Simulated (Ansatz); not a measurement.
Si:
```
Si
1.0
    4.97989     0.00000     0.00000
    0.00000     4.97989     0.00000
    0.00000     0.00000     4.97989
Si
7
Direct
  0.19067   0.19067   0.19067
  0.00000   0.50000   0.50000
  0.19067   0.80933   0.80933
  0.50000   0.00000   0.50000
  0.80933   0.19067   0.80933
  0.50000   0.50000   0.00000
  0.80933   0.80933   0.19067
```

Relaxed with PBEsol. Special points in fractions of this cell's reciprocal vectors: Γ (0.000, 0.000, 0.000); X (0.000, 0.500, 0.000); M (0.500, 0.500, 0.000); R (0.500, 0.500, 0.500).

Q: List the band energies nearest the Fermi level at these points for PBEsol (plane waves, PAW; program Ansatz).

A: In eV from the Fermi level; about four levels below and three above (degenerate sets whole), none deeper than 8.9 eV; points with the same levels are listed once.

```
k                                below                     above
-  -----------------------------------  ------------------------
Γ  -2.40 -2.40 -2.40 -1.51 -1.51 -1.51  0.02 0.02 0.86 0.86 0.86
X              -0.91 -0.91 -0.01 -0.01            1.54 1.64 3.26
M        -4.03 -4.03 -3.00 -2.39 -0.79            0.82 0.82 0.84
R              -5.79 -0.22 -0.22 -0.22  0.62 0.62 1.43 1.43 1.43
```

Space group P-43m. The start of the workflow was typed in or built on a structure type; neither database checked (COD, Materials Project) lists it. It is not the phase usual at ambient conditions (space group No. 227). The PBEsol relaxation kept the symmetry of its start; of distortions, only those at the zone centre were tested. The volume moved by -23 % from the start of the relaxation.

Potentials: the later of the program's two PAW sets.
